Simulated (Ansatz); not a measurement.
The relaxed structure here is a generated cell of Pt: the first start was made by placing the elements on the sites of a structure type, and the end was not matched to a known phase here, so it may be hypothetical. Known forms of Pt include space group No. 225.

A relaxed cell of Pt (P6₃/mmc (No. 194)), relaxed on a k-mesh at least as fine as the one used below. Method: r2SCAN (plane waves to 500 eV, PAW, scalar-relativistic; Ansatz, a first-principles code). Γ-centred k-mesh 13×13×2 on the run's cell (coarser than for final values), Fermi–Dirac smearing 0.05 eV.

```
CELL_PARAMETERS angstrom
      2.76095     0.00000     0.00000
     -1.38047     2.39105     0.00000
      0.00000     0.00000    18.58601
ATOMIC_POSITIONS crystal
  Pt 0.00000 0.00000 0.00000
  Pt 0.00000 0.00000 0.50000
  Pt 0.00000 0.00000 0.25000
  Pt 0.00000 0.00000 0.75000
  Pt 0.33333 0.66667 0.12500
  Pt 0.33333 0.66667 0.62500
  Pt 0.66667 0.33333 0.37500
  Pt 0.66667 0.33333 0.87500
```

Every atom was then displaced, and the forces became (eV/Å):

| atom | Fx | Fy | Fz |
|---|---|---|---|
| Pt1 | -0.11 | 0.07 | 1.30 |
| Pt2 | 0.14 | -0.08 | -0.97 |
| Pt3 | -0.15 | 0.04 | -0.88 |
| Pt4 | -0.03 | 0.02 | -0.30 |
| Pt5 | 0.13 | -0.05 | -0.33 |
| Pt6 | -0.04 | 0.03 | 1.21 |
| Pt7 | -0.02 | 0.03 | 1.05 |
| Pt8 | 0.09 | -0.05 | -1.08 |

Question: Which atom was moved farthest relative to the others, and in which direction?

Answer: Pt6, by (-0.14, 0.01, -0.09) Å (0.16 Å, mean shift removed); the next is Pt5 with 0.13 Å. Its force makes an angle of 121° with its move.

All displacements (Å):

| atom | ux | uy | uz |
|---|---|---|---|
| Pt1 | 0.046 | -0.020 | -0.053 |
| Pt2 | -0.123 | 0.032 | 0.003 |
| Pt3 | 0.087 | -0.006 | 0.049 |
| Pt4 | -0.001 | -0.015 | 0.020 |
| Pt5 | -0.037 | 0.131 | 0.031 |
| Pt6 | -0.148 | 0.018 | -0.094 |
| Pt7 | 0.085 | -0.052 | -0.059 |
| Pt8 | -0.001 | -0.011 | 0.062 |

The undisplaced cell is probably no minimum: from this displacement the run went on to I4/mmm (No. 139), 0.04 eV/atom below it.

No spin polarisation in the result.
